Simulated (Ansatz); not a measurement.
Here is the system:

Sc₂GeB₂:
```
Sc2GeB2
1.0
    3.17537     0.00000     0.00000
   -1.58769     2.74995     0.00000
    0.00000     0.00000     7.91726
Sc Ge B
2 1 2
Direct
  0.33333   0.66667   0.71591
  0.33333   0.66667   0.28409
  0.00000   0.00000   0.00000
  0.00000   0.00000   0.50000
  0.66667   0.33333   0.50000
```

This is the PBE-relaxed structure.

Task: All from PBE (plane waves, PAW; program Ansatz), unless another level is named. Estimate the electronic character.

Result: metallic (no gap).

Task: Predict the formation energy from the elements (no fitted shifts).

Result: -0.74 eV/atom.

Task: Next, the density of states at the Fermi level?

Result: 0.58 states/eV per atom (mean over ±0.08 eV).

Space group P-6m2. The start of the workflow was typed in or built on a structure type; neither database checked (COD, Materials Project) lists it. Whether it is the stable phase at ambient conditions was not checked. The PBE relaxation kept the symmetry of its start; its stability against distortions is not shown here. The run is not spin-polarised. The references are the lowest solids computed at this level, not always the standard phases. Spin–orbit coupling is left out wherever it is not named.

Potentials: the earlier of the program's two PAW sets.
